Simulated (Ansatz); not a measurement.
Data:

SiC (4H type, space group P6_3mc)

```yaml
crystal:
  lattice:
    - [3.07759, 0.00000, 0.00000]
    - [-1.53880, 2.66527, 0.00000]
    - [0.00000, 0.00000, 10.07638]
  atoms:
    - { symbol: Si, position: [0.00000, 0.00000, 0.00030] }
    - { symbol: Si, position: [0.00000, 0.00000, 0.50030] }
    - { symbol: Si, position: [0.66667, 0.33333, 0.75025] }
    - { symbol: Si, position: [0.33333, 0.66667, 0.25025] }
    - { symbol: C, position: [0.00000, 0.00000, 0.81287] }
    - { symbol: C, position: [0.00000, 0.00000, 0.31287] }
    - { symbol: C, position: [0.66667, 0.33333, 0.56221] }
    - { symbol: C, position: [0.33333, 0.66667, 0.06221] }
```

This relaxed cell (volume V₀) is scaled evenly in all directions, its shape held. The atoms relax within the cell's symmetry.

All values below come from r2SCAN (plane waves to 500 eV, PAW, scalar-relativistic; Ansatz, an electronic-structure program). k mesh 13×13×4 (Γ-centred), Fermi-Dirac smearing 0.05 eV. Energies are smeared free energies. Compression counts positive. With the shape held, the modulus is that of even scaling; a crystal free to change shape is softer. SiC was relaxed with its symmetry unable to fall. ΔE is measured from the relaxed starting cell.

The scan covers V/V₀ from 0.940 to 1.060 in 11 points.

What is ΔE at V/V₀ = 0.940?

29.2 meV/atom.

What is ΔE at V/V₀ = 1.060?

24.0 meV/atom.

What pressure does the cell carry at V/V₀ = 0.940?

15.9 GPa.

(Under strain, the slope of the energy per volume gives the stress and its curvature an elastic modulus.)
